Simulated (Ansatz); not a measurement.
Start of a relaxation of Cd5HgS6:

```xyz
12
Lattice="4.0906 0.0000 0.0000 -2.0453 3.5425 0.0000 0.0000 0.0000 19.9215" Properties=species:S:1:pos:R:3 pbc="T T T"
Cd    0.0000    2.3617    0.0000
Cd    0.0000    2.3617   13.2810
Cd    2.0453    1.1808    3.3202
Cd    2.0453    1.1808    9.9607
Cd    2.0453    1.1808   16.6012
Hg    0.0000    2.3617    6.6405
S     0.0000    2.3617    2.4902
S     0.0000    2.3617    9.1307
S     0.0000    2.3617   15.7712
S     2.0453    1.1808    5.8104
S     2.0453    1.1808   12.4509
S     2.0453    1.1808   19.0914
```

All numbers below come from DFT PBE, scalar-relativistic, plane waves, PAW (Ansatz). Cutoff 420 eV, Gaussian smearing, Γ-centred meshes. Cell and atoms relax first on a coarse mesh and then on a converged one. In between, the cell is made exact in the group found at 0.06 Å. The steps can't lower the symmetry of their start. No spin polarisation.

A guess keeps its type if space group and coordination stay and the shape of the cell changes little (axis ratios within about 15 %, angles within 6°); the volume may change.

Q: Does it keep its structure type, or change into something else?

A: It keeps its type. The symmetry stays P3m1 (No. 156). The volume per atom grows by 8.8 %, from 24.1 to 26.2 Å³. The shortest distance goes from 2.49 Å (Cd–S and Hg–S) to 2.57 Å (Cd–S). The ratio c/a of the conventional cell changes by a factor of 1.00. Counting neighbours within 15 % of an atom's shortest distance, the start has Cd 4, Hg 4, S 4 and the end Cd 4, Hg 4, S 4.

The last run used a 6×6×2 mesh (in the run's order of axes) for its 12-atom cell and Gaussian smearing of 0.02 eV. These runs have no spin–orbit coupling, which can matter for Hg. A later test with randomly moved atoms came back to the same energy, though modes that don't fit the test's cell weren't probed.
